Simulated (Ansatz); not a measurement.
**Ti (hcp)**

Computed with Ansatz (plane waves, PAW, 420 eV cutoff): PBE with spin–orbit coupling, two-component spinors, 16×16×10 k-mesh, Gaussian smearing of 0.05 eV; PAW files: Ansatz's generated set soft_2.

```
Ti
1.0
     2.94059    0.00000    0.00000
    -1.47030    2.54663    0.00000
     0.00000    0.00000    4.64913
Ti
2
Direct
  0.33333 0.66667 0.75000
  0.66667 0.33333 0.25000
```

At this volume the pressure is -0.13 GPa; it isn't quite the equilibrium of this level of theory.

Path: Γ–M–K–Γ–A–L–H–A | L–M | H–K, with Γ = (0.000, 0.000, 0.000), M = (0.500, 0.000, 0.000), K = (0.333, 0.333, 0.000), A = (0.000, 0.000, 0.500), L = (0.500, 0.000, 0.500), H = (0.333, 0.333, 0.500) in reciprocal vectors of the calculation's cell.

Is it a metal or an insulator, and if it has a gap, where are the band edges on this path?

A metal: bands cross the Fermi level.

Levels between -6 and 6 eV from the Fermi level at the path's named points:
```tsv
point	below E_F (eV)	above E_F (eV)
Γ	-2.69 -2.69	0.75 0.75 0.76 0.76 0.78 0.78 0.89 0.89 1.25 1.25 1.28 1.28 1.60 1.60 1.62 1.62 3.13 3.13 3.15 3.15
M	-2.35 -2.35 -2.17 -2.17 -1.85 -1.85 -0.65 -0.65	0.46 0.46 0.62 0.62 1.17 1.17 3.33 3.33 3.55 3.55 3.58 3.58 4.34 4.34 5.38 5.38
K	-1.70 -1.70 -1.41 -1.41 -1.40 -1.40 -1.31 -1.31	0.21 0.21 0.23 0.23 1.50 1.50 3.04 3.04 3.06 3.06 3.29 3.29 5.94 5.94
A	-4.34 -4.34 -4.34 -4.34	0.08 0.08 0.08 0.08 0.65 0.65 0.65 0.65 0.68 0.68 0.68 0.68 2.79 2.79 2.79 2.79 2.80 2.80 2.80 2.80
L	-2.55 -2.55 -2.55 -2.55 -0.82 -0.82 -0.82 -0.82	1.30 1.30 1.30 1.30 1.72 1.72 1.72 1.72 3.46 3.46 3.46 3.46 3.78 3.78 3.78 3.78
H	-1.26 -1.26 -1.25 -1.25 -1.09 -1.09 -1.08 -1.08 -0.24 -0.24 -0.23 -0.23	1.66 1.66 1.68 1.68 3.14 3.14 3.14 3.14
```
